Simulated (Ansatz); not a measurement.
TiSi2 (C54 type, space group Fddd)

```yaml
crystal:
  lattice:
    - [0.00000, 4.13234, 4.28268]
    - [2.40310, 0.00000, 4.28268]
    - [2.40310, 4.13234, 0.00000]
  atoms:
    - { symbol: Si, position: [0.66302, 0.33698, 0.66302] }
    - { symbol: Si, position: [0.33698, 0.66302, 0.33698] }
    - { symbol: Si, position: [0.58698, 0.91302, 0.58698] }
    - { symbol: Si, position: [0.91302, 0.58698, 0.91302] }
    - { symbol: Ti, position: [0.00000, 0.00000, 0.00000] }
    - { symbol: Ti, position: [0.25000, 0.25000, 0.25000] }
```

The volume is varied about the relaxed value V₀ at fixed cell shape. The atoms relax within the cell's symmetry.

These are PBE (plane waves to 420 eV, PAW, scalar-relativistic; Ansatz, an electronic-structure program) values and carry that method's errors. k mesh 13×13×13 (Γ-centred), Fermi-Dirac smearing 0.05 eV. E stands for the smeared free energy. With the shape held, the modulus is that of even scaling; a crystal free to change shape is softer. TiSi2 is run without spin polarisation. TiSi2 was relaxed with its symmetry unable to fall. The zero of ΔE is the relaxed starting cell. The last digit holds for this mesh only.

| V (Å³/atom) | ΔE (meV/atom) |
|---|---|
| 11.908 | 220.2 |
| 12.475 | 114.3 |
| 13.042 | 47.0 |
| 13.609 | 10.9 |
| 14.176 | 0.0 |
| 14.743 | 9.5 |
| 15.310 | 35.4 |
| 15.877 | 74.5 |
| 16.444 | 124.3 |

What is the fitted pressure derivative B₀′?

4.3.

What bulk modulus at fixed cell shape B₀ follows from a third-order Birch-Murnaghan fit?

143 GPa. Check by three points about V = 14.176 Å³/atom, step 1.134: d²E/dV² ≈ (47 − 2·0 + 35) meV / 1.134² = 0.0638 eV/Å⁶, and V·d²E/dV² × 160.2 = 145 GPa.

(A scan under strain: stresses follow from slopes of the energy per volume, elastic moduli from its curvatures.)
